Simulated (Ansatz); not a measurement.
NaI:
```yaml
crystal:
  lattice:
    - [0.00000, 3.12987, 3.12987]
    - [3.12987, 0.00000, 3.12987]
    - [3.12987, 3.12987, 0.00000]
  atoms:
    - { symbol: Na, position: [0.00000, 0.00000, 0.00000] }
    - { symbol: I, position: [0.50000, 0.50000, 0.50000] }
```

Relaxed with LDA. Special points in fractions of this cell's reciprocal vectors: Γ (0.000, 0.000, 0.000); X (0.500, 0.000, 0.500); U (0.625, 0.250, 0.625); K (0.375, 0.375, 0.750); L (0.500, 0.500, 0.500); W (0.500, 0.250, 0.750).

Task: List the band energies nearest the valence-band maximum at these points for plane-wave PAW LDA (Ansatz code).

Result: In eV from the valence-band maximum; about four levels below and three above (degenerate sets whole), none deeper than 8.9 eV; points with the same levels are listed once.

| k | below | above |
|---|---|---|
| Γ | 0.00 0.00 0.00 | 3.62 7.84 7.84 7.84 |
| X | -2.30 -0.91 -0.91 | 4.34 5.21 10.28 |
| U | -1.99 -1.64 -0.74 | 5.06 6.64 8.91 |
| L | -2.62 -0.35 -0.35 | 4.90 7.40 7.40 |
| W | -1.72 -1.72 -1.15 | 5.87 7.46 7.46 |

Space group Fm-3m (rock salt). Symmetry was held in the LDA relaxation; phonons on a q-mesh show no instability. Scalar-relativistic: spin–orbit coupling is off unless named, which matters more the heavier the elements.

Potentials: the later of the program's two PAW sets.
